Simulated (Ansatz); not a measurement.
Data:

MgO:
```cif
data_Mg4O4
_chemical_formula_sum 'Mg4 O4'
_space_group_name_H-M_alt 'Fm-3m'
_space_group_IT_number 225
_space_group_name_Hall '-F 4 2 3'
_cell_length_a 4.20181
_cell_length_b 4.20181
_cell_length_c 4.20181
_cell_angle_alpha 90.000
_cell_angle_beta 90.000
_cell_angle_gamma 90.000
loop_
_atom_site_label
_atom_site_type_symbol
_atom_site_symmetry_multiplicity
_atom_site_Wyckoff_symbol
_atom_site_fract_x
_atom_site_fract_y
_atom_site_fract_z
_atom_site_occupancy
Mg1 Mg 4 b 0.50000 0.50000 0.50000 1
O1 O 4 a 0.00000 0.00000 0.00000 1
```
(The calculation used a cell of 2 atoms; values per cell refer to that cell.)

This is the HSE06-relaxed structure.

Q: All from DFT-HSE06 in the program Ansatz with PAW potentials, unless another level is named. Estimate the band gap.

A: 6.56 eV (direct).

Q: Next, the valence-band maximum?

A: at Γ.

The cell was relaxed with HSE06 under the symmetry of its start. The volume moved by -34 % from the start of the relaxation. The hybrid was solved on a coarse mesh, the path and, where they were found, the r²SCAN edge points; its band edges are the extreme levels among these.

Potentials: the later of the program's two PAW sets.
